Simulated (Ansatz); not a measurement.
Relaxation of a randomly generated symmetric cell of TiSi2 (space group No. 65); 3 atoms in the cell, which starts as Cmmm (No. 65), oS6; a = 3.194 Å, b = 7.109 Å, c = 4.061 Å, α = β = γ = 90.00°. All values below come from PBE (plane waves to 420 eV, PAW, scalar-relativistic; Ansatz, a quantum-chemistry and plane-wave program). Γ-centred k-mesh 8×8×6 on the run's cell (coarser than for final values), Fermi–Dirac smearing 0.05 eV. This is the first round of the run. 

The optimiser's lines from the output (shortened; P is positive under compression):

```
relax step   1: F+E_penalty+E_count = -3763.81837842 eV  Δ(F+E_penalty+E_count) = +0.000e0 eV  max|allowed force component| = 1.150e1 eV/Å  Δτ_max = 0.0000 Å  P = +69.784 GPa  Ω = 46.102 Å³  (8 SCF iters, dr2 threshold 1.00e-7 eV, accepted)
relax step   2: F+E_penalty+E_count = -3767.06077711 eV  Δ(F+E_penalty+E_count) = -3.242e0 eV  max|allowed force component| = 5.863e0 eV/Å  Δτ_max = 0.0894 Å  P = +39.176 GPa  Ω = 49.579 Å³  (7 SCF iters, dr2 threshold 3.00e-7 eV, accepted)
relax step   3: F+E_penalty+E_count = -3768.85292787 eV  Δ(F+E_penalty+E_count) = -1.792e0 eV  max|allowed force component| = 1.335e0 eV/Å  Δτ_max = 0.1456 Å  P = +16.474 GPa  Ω = 54.609 Å³  (7 SCF iters, dr2 threshold 3.00e-7 eV, accepted)
relax step   4: F+E_penalty+E_count = -3769.23114722 eV  Δ(F+E_penalty+E_count) = -3.782e-1 eV  max|allowed force component| = 4.238e-1 eV/Å  Δτ_max = 0.0651 Å  P = +7.212 GPa  Ω = 58.481 Å³  (6 SCF iters, dr2 threshold 3.00e-7 eV, accepted)
relax step   5: F+E_penalty+E_count = -3769.39716432 eV  Δ(F+E_penalty+E_count) = -1.660e-1 eV  max|allowed force component| = 2.971e-1 eV/Å  Δτ_max = 0.0243 Å  P = +2.573 GPa  Ω = 61.434 Å³  (6 SCF iters, dr2 threshold 3.00e-7 eV, accepted)
relax step   6: F+E_penalty+E_count = -3769.46479412 eV  Δ(F+E_penalty+E_count) = -6.763e-2 eV  max|allowed force component| = 4.106e-2 eV/Å  Δτ_max = 0.0400 Å  P = +1.166 GPa  Ω = 62.490 Å³  (6 SCF iters, dr2 threshold 3.00e-7 eV, accepted)
relax step   7: F+E_penalty+E_count = -3769.47960310 eV  Δ(F+E_penalty+E_count) = -1.481e-2 eV  max|allowed force component| = 3.144e-2 eV/Å  Δτ_max = 0.0233 Å  P = -0.022 GPa  Ω = 63.244 Å³  (6 SCF iters, dr2 threshold 3.00e-7 eV, accepted)
relax step   8: F+E_penalty+E_count = -3769.48036066 eV  Δ(F+E_penalty+E_count) = -7.576e-4 eV  max|allowed force component| = 4.401e-3 eV/Å  Δτ_max = 0.0051 Å  P = -0.049 GPa  Ω = 63.259 Å³  (6 SCF iters, dr2 threshold 3.00e-7 eV, accepted)
relax step   9: F+E_penalty+E_count = -3769.48038121 eV  Δ(F+E_penalty+E_count) = -2.055e-5 eV  max|allowed force component| = 8.043e-4 eV/Å  Δτ_max = 0.0006 Å  P = -0.003 GPa  Ω = 63.222 Å³  (6 SCF iters, dr2 threshold 1.96e-8 eV, accepted)
relax step  10: F+E_penalty+E_count = -3769.50395603 eV  Δ(F+E_penalty+E_count) = -2.357e-2 eV  max|allowed force component| = 1.619e-3 eV/Å  Δτ_max = 0.0000 Å  P = +0.600 GPa  Ω = 63.222 Å³  stress off target by 1.08e0 GPa  SCF on the basis re-selected at this cell (its energy is not comparable with the rows above)  (8 SCF iters)
relax step  11: F+E_penalty+E_count = -3769.50745588 eV  Δ(F+E_penalty+E_count) = -3.500e-3 eV  max|allowed force component| = 3.342e-3 eV/Å  Δτ_max = 0.0109 Å  P = +0.129 GPa  Ω = 63.571 Å³  (6 SCF iters, dr2 threshold 3.00e-7 eV, accepted)
relax step  12: F+E_penalty+E_count = -3769.50793837 eV  Δ(F+E_penalty+E_count) = -4.825e-4 eV  max|allowed force component| = 1.611e-3 eV/Å  Δτ_max = 0.0055 Å  P = -0.017 GPa  Ω = 63.673 Å³  (6 SCF iters, dr2 threshold 2.87e-7 eV, accepted)
relax step  13: F+E_penalty+E_count = -3769.50797726 eV  Δ(F+E_penalty+E_count) = -3.888e-5 eV  max|allowed force component| = 6.726e-4 eV/Å  Δτ_max = 0.0018 Å  P = +0.001 GPa  Ω = 63.655 Å³  (6 SCF iters, dr2 threshold 1.83e-8 eV, accepted)
relax step  14: F+E_penalty+E_count = -3769.50799084 eV  Δ(F+E_penalty+E_count) = -1.358e-5 eV  max|allowed force component| = 6.596e-4 eV/Å  Δτ_max = 0.0000 Å  P = +0.000 GPa  Ω = 63.655 Å³  stress off target by 1.26e-2 GPa  SCF on the basis re-selected at this cell (its energy is not comparable with the rows above)  (9 SCF iters)
```

From the first to the last row the energy changes by -1.90 eV/atom and the volume by +38.1 %. The last row is marked as not comparable with the walk above it, whose basis was carried along; it does compare with step 1, since both stand on a basis selected at the nominal cutoff for their own cell.

Energy and pressure jump between steps 9 and 10 at one geometry, where the plane-wave basis was selected anew. While the cell walks, the set of plane waves is carried along, so its effective cutoff drifts with the strain; re-selecting it at 420 eV moved the energy by -0.008 eV/atom and the pressure by 0.6 GPa. Only step 1 and rows on a re-selected basis compare with each other.

Later rounds, restarted from the end of this one on a renewed k-mesh, logged 11 more steps and released under 0.01 eV/atom more. The final structure after all rounds: Cmmm (No. 65), oS6; a = 4.0065 Å, b = 6.8157 Å, c = 4.6581 Å, α = β = γ = 90.00°. Between re-selections the logged energies stand on a plane-wave basis carried along with the cell. No spin polarisation in the result. A magnetic state may lie lower.

The run could not lose the symmetry of its start: the end is stationary, and may be a saddle point rather than a minimum.

The relaxed structure here is a generated cell of TiSi2: the first start was made by a random draw of sites in a space group, and the end was not matched to a known phase here, so it may be hypothetical. Known forms of TiSi2 include space group No. 63, 70.
